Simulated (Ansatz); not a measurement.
With r²SCAN+D4 (plane waves, PAW; program Ansatz), Tc in the hcp (Mg type) structure (P6_3/mmc) relaxes to a = 2.731 Å, c = 4.372 Å. Tc has 12 nearest neighbours from 2.70 Å (anticuboctahedral).

Electronic character: metallic (no gap).

Symmetry was held in the r²SCAN+D4 relaxation. The run is not spin-polarised. The pairwise dispersion correction was not fitted to metals. Axis ratios of metals converge slowly with the k-mesh, so a and c are less sure than the volume. Scalar-relativistic: spin–orbit coupling is off unless named, which matters more the heavier the elements.

Potentials: the earlier of the program's two PAW sets.
